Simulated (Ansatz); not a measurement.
Si$_{3}$N$_{4}$:
```yaml
crystal:
  lattice:
    - [-3.22734, 3.22734, 3.22734]
    - [3.22734, -3.22734, 3.22734]
    - [3.22734, 3.22734, -3.22734]
  atoms:
    - { symbol: N, position: [0.56149, 0.56149, 0.56149] }
    - { symbol: N, position: [0.43851, 0.50000, 0.00000] }
    - { symbol: N, position: [0.50000, 0.00000, 0.93851] }
    - { symbol: N, position: [0.00000, 0.43851, 0.50000] }
    - { symbol: N, position: [0.93851, 0.50000, 0.00000] }
    - { symbol: N, position: [0.06149, 0.06149, 0.06149] }
    - { symbol: N, position: [0.00000, 0.93851, 0.50000] }
    - { symbol: N, position: [0.50000, 0.00000, 0.43851] }
    - { symbol: Si, position: [0.25000, 0.12500, 0.87500] }
    - { symbol: Si, position: [0.87500, 0.25000, 0.12500] }
    - { symbol: Si, position: [0.75000, 0.37500, 0.62500] }
    - { symbol: Si, position: [0.62500, 0.75000, 0.37500] }
    - { symbol: Si, position: [0.12500, 0.87500, 0.25000] }
    - { symbol: Si, position: [0.37500, 0.62500, 0.75000] }
```

This is the PBEsol-relaxed structure.

Problem. All from PBEsol (plane waves, PAW; program Ansatz), unless another level is named. Predict the Young's modulus.

Solution. 368 GPa.

Problem. Give the vibrational entropy at 300 K.

Solution. 8.8 J/(K·mol of atoms).

Space group I-43d. The workflow started from an entry of the Crystallography Open Database (COD), which files this formula under 4 space groups. It is not the phase usual at ambient conditions (space group No. 176). The PBEsol relaxation kept the symmetry of its start; phonons on a q-mesh show no instability.

Potentials: the earlier of the program's two PAW sets.
